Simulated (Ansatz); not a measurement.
BN:
```
CELL_PARAMETERS angstrom
      0.00000     1.80485     1.80485
      1.80485     0.00000     1.80485
      1.80485     1.80485     0.00000
ATOMIC_POSITIONS crystal
  N  0.75000 0.75000 0.75000
  B  0.00000 0.00000 0.00000
```

Relaxed with r²SCAN. Special points in fractions of this cell's reciprocal vectors: Γ (0.000, 0.000, 0.000); X (0.500, 0.000, 0.500); U (0.625, 0.250, 0.625); K (0.375, 0.375, 0.750); L (0.500, 0.500, 0.500); W (0.500, 0.250, 0.750).

Task: List the band energies nearest the valence-band maximum at these points for plane-wave PAW r²SCAN (Ansatz code).

Result: In eV from the valence-band maximum; about four levels below and three above (degenerate sets whole), none deeper than 8.9 eV; … stands for higher levels left out; points with the same levels are listed once.

| k | below | above |
|---|---|---|
| Γ | 0.00 0.00 0.00 | … |
| X | -5.11 -5.11 | 5.00 9.86 … |
| U | -8.53 -7.93 -4.25 | 7.53 13.74 … |
| L | -2.02 -2.02 | 10.83 … |
| W | -7.99 -7.23 -6.70 | 10.37 14.31 … |

Space group F-43m (zinc blende). The cell was relaxed with r²SCAN under the symmetry of its start; phonons on a q-mesh show no instability.

Potentials: the later of the program's two PAW sets.
